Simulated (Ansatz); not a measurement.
# LaS2 in the fluorite structure

Level of theory: DFT, PBEsol, scalar-relativistic, no spin polarisation; plane waves to 420 eV with PAW datasets (Ansatz 0.2.0), Γ-centred 8×8×8 mesh, 0.05 eV Gaussian smearing; PAW files: Ansatz's generated set soft_2.

```
CELL_PARAMETERS angstrom
0.00000 3.36554 3.36554
3.36554 0.00000 3.36554
3.36554 3.36554 0.00000
ATOMIC_POSITIONS crystal
La 0.00000 0.00000 0.00000
S 0.25000 0.25000 0.25000
S 0.75000 0.75000 0.75000
```

The start was a prototype's sites filled with these elements. The Crystallography Open Database lists the compound in space group Pnma, so this is a trial structure.

The cell is relaxed to zero pressure at this level.

Path: Γ–X–U | K–Γ–L–W–X, with Γ = (0.000, 0.000, 0.000), X = (0.500, 0.000, 0.500), U = (0.625, 0.250, 0.625), K = (0.375, 0.375, 0.750), L = (0.500, 0.500, 0.500), W = (0.500, 0.250, 0.750) in reciprocal vectors of the calculation's cell.

Question: Is it a metal or an insulator, and if it has a gap, where are the band edges on this path?

Answer: A metal: bands cross the Fermi level.

Levels between -4 and 4 eV from the Fermi level at the path's named points:
| point | below E_F (eV) | above E_F (eV) |
| --- | --- | --- |
| Γ | -3.20 -3.20 -3.20 | 0.07 0.07 0.07 3.06 3.06 3.80 3.80 3.80 4.00 |
| X | -3.71 -1.91 -1.91 -0.39 -0.39 | 0.42 3.26 3.40 3.64 3.64 3.79 3.92 3.92 |
| U and K | -3.31 -2.22 -1.81 -1.01 -0.24 | 0.20 3.29 3.58 3.65 3.75 3.75 3.88 |
| L | -2.45 -2.45 -1.43 -1.36 -0.85 -0.85 | 3.39 3.66 3.66 3.81 3.85 3.85 |
| W | -3.10 -2.75 -1.26 -1.26 -0.28 | 0.26 3.38 3.65 3.65 3.77 3.77 3.80 |

With 23 valence electrons in the calculation's cell and no magnetic order, the bands, two electrons each, can't all be full or empty: band theory demands a metal. (Only strong correlation, outside this picture, could make a Mott insulator of it.) A formal count (La³⁺, S²⁻) falls 1 electron a formula unit short of closing the anions' shells, so the anion bands keep holes, which fits the metal found.

No spin–orbit coupling, a notable omission for heavy elements. Spin polarisation wasn't tried.
